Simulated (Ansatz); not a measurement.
Co (dhcp (α-La type), space group No. 194) under volume change, the program Ansatz at the PBE level (PAW), shape and atoms relaxed at each volume.

```csv
V (Å³/atom),E − E(relaxed) (meV/atom),P (GPa)
9.912,69.7,24.79
10.239,29.3,15.13
10.566,7.0,7.00
10.892,0.0,0.00
11.219,6.2,-5.90
11.546,23.4,-10.83
11.873,49.9,-14.99
```

### Question
What does a third-order Birch–Murnaghan fit give for V₀, B₀ and B′?

### Answer
V₀ = 10.89 Å³/atom, B₀ = 212 GPa, B′ = 4.5.

Space group P6_3/mmc (dhcp (α-La type)). The first step of the workflow began from a Materials Project structure, measured or hypothetical. Its sites differ from those of the usual phase in this space group: another stacking or structure type. The cell was relaxed with PBE under the symmetry of its start; whether a distortion lowers the energy is not shown. Spin order of the final state: ferromagnetic, chosen from 5 collinear starts compared on coarse meshes (ties went to the first, and starts can fall back to one state), not a proven ground state.

Potentials: the earlier of the program's two PAW sets.
